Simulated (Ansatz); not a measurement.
An Ansatz (a quantum-chemistry and plane-wave program) run. Input:

Ansatz 0.2 input:
```yaml
crystal:
  lattice:
    - [4.8611695108, 0.0, 0.0]
    - [0.0, 4.8611695108, 0.0]
    - [0.0, 0.0, 5.3525553368]
  atoms:
    - { symbol: In, position: [0.5, 0.5, 0.0] }
    - { symbol: In, position: [0.0, 0.0, 0.0] }
    - { symbol: Bi, position: [0.5, 0.0, 0.3543095538] }
    - { symbol: Bi, position: [0.0, 0.5, 0.6456904462] }
kpoints:
  mp_grid: { grid: [9, 9, 8] }
hamiltonian:
  xc: r2scan
  pseudopotentials: { kind: paw }
scf:
  occupations: { method: gaussian, width: 0.1 }
checkpoint: { read: metal.run }
output: { bader: true, populations: true }
```

Output (shortened):

```
Pseudopotential: In, paw, valence charge 13
Pseudopotential: Bi, paw, valence charge 15
Functional definition: r2SCAN
Crystal: 4 atoms, lattice volume = 126.486 Å³
Basis set: ecut = 500 eV, 3195 PW (Γ), exchange–correlation on 144×144×160 points (64 copies of the dense FFT grid, shifted against one another)
Bands: 34, of which v1, the nominal top of the filled ones, is band 28 counted from 1 (27 counted from 0)
Symmetry: 16 space group operations
Space group: P4/nmm (ITA 129), of the structure as read, at distance tolerance 5.0e-5 Å
k-points: 75 of 648
Stability of the state it starts from, as read at its close in the unpolarized treatment …
iter 1 solved again at ethr=2.01e-8 eV; its pass at ethr=3.10e-3 eV (dr2=1.13e-5 eV) is discarded
SCF iter   1: F=—  HF=-36045.858067 eV  |F-HF|=—  |Δ(HF+E_count)|=         —  Δρ=2.82e-7  dr2=1.14e-10  dr2_τ=8.06e-12  ethr=2.01e-8  ⟨swp⟩=4.1  Hψ=18865  notcnv=0
preconditioner: auto → Kerker (q_TF=auto, 2.382 Å⁻¹)
SCF iter   2: F=-36045.858067 eV  HF=-36045.858067 eV  |F-HF|=0.00e0  |Δ(HF+E_count)|=   1.38e-8  Δρ=1.31e-7  dr2=2.54e-11  dr2_τ=7.64e-12  ethr=1.00e-12  ⟨swp⟩=7.6  Hψ=11495  notcnv=0
SCF 1 converged in 2 iterations: F = -36045.858067 eV  dr2 = 2.54e-11
SCF converged after 2 iterations
Free energy (F): -36045.858067 eV
Harris-Foulkes:  -36045.858067 eV  (|F-HF|=0.00e0)
Internal energy: -36045.850537 eV  (E = F + TS)
E sigma→0 (E₀):  -36045.854302 eV
Entropy (-TS):   -0.007530 eV (-1.882 meV/atom)
Fermi energy:    9.220808 eV
--- Per-component energies (eV) ---
  E_band       = -324.328385
  E_kinetic    = 1085.974416
  E_local      = -5459.469861  (includes V_loc(G=0)·N_el)
  E_nonlocal   = 1854.984917
  E_hartree    = 1947.588081
  E_xc         = -682.965361
  E_vxc        = -525.753134  (∫ρ·V_xc dr)
  E_paw        = -29743.105880  (= ΣΔE_a)
  E_vpaw       = -1212.020737  (= ΣTr[D̂ρ^β])
  E_aug_tail   = -0.000507  (compensation charges beyond the density's cutoff)
  E_vtau       = 36.780372  (kinetic-family band-sum trace: ∫τ·v_τ [+ j·A + Jᵃ·Aᵃ] dr)
  E_ewald      = -5052.538527
  E_core_change = 3.682186  (= ΣΔE_core)
  E_smearing   = -0.007530  (= −TS)
  E_closure    =  0.000000  (closes the sum)
  Σ components = -36045.858067   (vs F -36045.858067, Δ=0.00e0)
  [band-id]    e_kinetic+e_local+e_nonlocal+2·e_hartree+e_vxc+e_vpaw+e_augmentation_tail+e_vtau = -324.328373   (vs E_band -324.328385, Δ=1.19e-5)
--- Band table (eV; the first three rows and the last of 75) ---
  k-point 0: bands = ["-13.9404", "-13.9398", "-13.9238", "-13.9238", "-13.9046", "-13.9046", "-13.9045", "-13.8994", "-13.8921", "-13.8690", "-5.9809", "-5.9759", "-5.8477", "-5.8350", "-5.8350", "-5.7424", "-5.7424", "-5.7041", "-5.6943", "-5.5879", …
  k-point 1: bands = ["-13.9402", "-13.9396", "-13.9237", "-13.9237", "-13.9048", "-13.9048", "-13.9047", "-13.8992", "-13.8919", "-13.8692", "-5.9809", "-5.9764", "-5.8469", "-5.8361", "-5.8361", "-5.7427", "-5.7427", "-5.7041", "-5.6939", "-5.5879", …
  k-point 2: bands = ["-13.9395", "-13.9390", "-13.9234", "-13.9234", "-13.9053", "-13.9051", "-13.9051", "-13.8987", "-13.8914", "-13.8697", "-5.9810", "-5.9777", "-5.8451", "-5.8387", "-5.8387", "-5.7434", "-5.7434", "-5.7042", "-5.6928", "-5.5879", …
  k-point 74: bands = ["-13.9264", "-13.9249", "-13.9161", "-13.9157", "-13.9155", "-13.9091", "-13.9063", "-13.9005", "-13.8883", "-13.8875", "-5.9293", "-5.9284", "-5.8909", "-5.8820", "-5.7926", "-5.7861", "-5.7315", "-5.7286", "-5.6803", "-5.6729", …
--- Löwdin populations: 4 sites ---
  site symbol       q [e]
     0     In     12.9710
     1     In     12.9710
     2     Bi     14.9731
     3     Bi     14.9731
  spilling = 0.001998 (of n_electrons = 56.000000)
--- Bader charges: 4 sites ---
  site symbol  charge [e]  shift [e]
     0     In      0.2607     0.0000
     1     In      0.2607     0.0000
     2     Bi     -0.2607     0.0000
     3     Bi     -0.2607     0.0000
  shift: an alarm, by how much a part of what the PAW files miss would move the charge. Where it is large, compare
  with a run on PAW files of another source; a small one proves nothing
  estimated error of the sums over rays = 3.2e-4 e
```

Cost: very roughly 60 core-seconds on shared cores.

The first step of the workflow began from a Materials Project structure, measured or hypothetical; the Crystallography Open Database files this formula in space group No. 129, but the cells were not matched. Whether it is the stable phase at ambient conditions was not checked. Symmetry was held in the r²SCAN relaxation; its stability against distortions is not shown here. Spin–orbit coupling is left out wherever it is not named.

Potentials: the later of the program's two PAW sets.

Ansatz is a plane-wave DFT program.
